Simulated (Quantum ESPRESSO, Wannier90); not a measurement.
**Wannier functions of LiNbO3 (R-3c)**

```
begin unit_cell_cart
ang
   -2.6347200208    4.5634689398    0.0000000000
   -5.2694400417    0.0000000000    0.0000000000
   -2.6347200208    1.5211563133    4.6343670000
end unit_cell_cart
begin atoms_frac
Li   0.2500000000  0.2500000000  0.2500000000
Li  -0.2500000000 -0.2500000000 -0.2500000000
Nb   0.0000000000  0.0000000000  0.0000000000
Nb   0.5000000000  0.5000000000  0.5000000000
O   -0.2500000000  0.3703650000 -0.2500000000
O    0.2500000000 -0.3703650000  0.2500000000
O    0.1296350000 -0.2500000000 -0.2500000000
O   -0.1296350000  0.2500000000  0.2500000000
O    0.3703650000  0.1296350000 -0.2500000000
O   -0.3703650000 -0.1296350000  0.2500000000
end atoms_frac
```

Structure: Materials Project mp-552588, symmetrised, not relaxed again. COD (Crystallography Open Database) has the formula in 3 space groups, this one among them (matched by group alone). Computed values, not measurements, from PBEsol: Quantum ESPRESSO (norm-conserving PseudoDojo potentials, cutoff 68 Ry, no spin polarisation, no spin-orbit coupling) on a Γ-centred 6×6×6 mesh, then Wannier90. Density: 8×8×8 mesh, cold smearing 0.01 Ry.

A tight-binding model is made by disentanglement and projection with no localisation steps (num_iter = 0), so the 28 orbitals stay atom-like: hydrogen-like Nb: d; O: p, axes along x, y, z; frozen window up to 3.88 eV relative to the valence-band maximum. It follows pw.x to 0.3 meV rms for states up to 3.4 eV relative to the valence-band maximum. Matrix elements depend on this choice of orbitals and windows.

Task: What are the on-site energies relative to the valence-band maximum, and how fast do the hoppings decay?

Result: 
```csv
atom,orbitals,energy (eV)
Nb3,dz2,2.65
Nb3,dxz dyz,4.61
Nb3,dx2-y2 dxy,3.61
Nb4,dz2,2.65
Nb4,dxz dyz,4.61
Nb4,dx2-y2 dxy,3.61
O5,pz,-0.93
O5,px,-1.11
O5,py,-1.02
O6,pz,-0.93
O6,px,-1.11
O6,py,-1.02
O7,pz,-0.93
O7,px,-1.05
O7,py,-1.09
O8,pz,-0.93
O8,px,-1.05
O8,py,-1.09
O9,pz,-0.93
O9,px,-1.05
O9,py,-1.09
O10,pz,-0.93
O10,px,-1.05
O10,py,-1.09
```

| distance of the centres (Å) | largest modulus (eV) |
|---|---|
| 2–3 | 2.2 |
| 3–4 | 0.22 |
| 4–5 | 0.14 |
| 5–6 | 0.031 |
| 6–7 | 0.0085 |
| 7–8 | 0.0044 |
| 8–9 | 0.0020 |
| 9–10 | 0.0020 |
| 10–11 | 0.00084 |
| 11–12 | 0.00088 |
| 12–13 | 0.00088 |
